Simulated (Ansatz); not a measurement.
Structure optimisation: boron, fcc

Level of theory: Ansatz 0.2.0, DFT, PBEsol, plane waves (420 eV) with PAW, scalar-relativistic. (PAW data from PBE, frozen cores regenerated.)

k-point mesh 18×18×18, Fermi-Dirac smearing 0.1 eV, no spin polarisation. Cell and atoms relax.

Starting structure:

```
B
1.0
     0.00000    1.48534    1.48534
     1.48534    0.00000    1.48534
     1.48534    1.48534    0.00000
B
1
Direct
  0.00000 0.00000 0.00000
```

Problem. What cell does the relaxation end in?

Solution. Fm-3m with a = 2.856 Å; 5.82 Å³ per atom against 6.55 at the start (-11.1 %).

Problem. How much energy does the relaxation gain?

Solution. 66.0 meV per atom.

Path of the relaxation (the plane waves are chosen anew near the end, which can shift the energy a little):

| step | E − E(final) (meV/atom) | V (Å³/atom) | P (GPa) | max force (eV/Å) |
| --- | --- | --- | --- | --- |
| 0 | 66.02 | 6.554 | -26.28 | 0.000 |
| 1 | 13.94 | 6.148 | -13.49 | 0.000 |
| 2 | -0.25 | 5.771 | 2.86 | 0.000 |
| 3 | -0.66 | 5.829 | 0.00 | 0.000 |
| 4 | 0.01 | 5.829 | -0.26 | 0.000 |
| 5 | 0.00 | 5.823 | 0.00 | 0.000 |
| 6 | 0.00 | 5.823 | 0.00 | 0.000 |
